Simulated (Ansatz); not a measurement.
Polymorphs of Ta₂N, each relaxed with PBE in the plane-wave PAW code Ansatz:

A: anti-CdI2 type (P-3m1)
a = b = 3.099 Å, c = 4.889 Å, α = β = 90.00°, γ = 120.00°

```tsv
atom	site	symmetry	x	y	z
N	1a	-3m.	0.0000	0.0000	0.0000
Ta	2d	3m.	0.3333	0.6667	0.2551
```

B: P4/nmm
a = b = 3.6549 Å, c = 6.2276 Å, α = β = γ = 90.00°

```tsv
atom	site	symmetry	x	y	z
Ta	2a	-4m2	0.0000	0.0000	0.0000
Ta	2c	4mm	0.5000	0.0000	0.3867
N	2c	4mm	0.0000	0.5000	0.2625
```

Problem. Rank these by energy per atom at 0 K (lowest first), as PBE gives it.

Solution. A (+0 meV/atom), B (+1251 meV/atom)

Constructed cells (a structure type filled with these elements, in neither database checked): B. All cells were relaxed under the symmetry of their starts (and spin orders); stability against distortions was not tested throughout. Rows with no word on spin ran without spin polarisation. Scalar-relativistic: spin–orbit coupling is off unless named, which matters more the heavier the elements.

Energies hold the estimated change up to a 700 eV cutoff; steps of a few meV lie near the error of the meshes.

Potentials: the later of the program's two PAW sets.
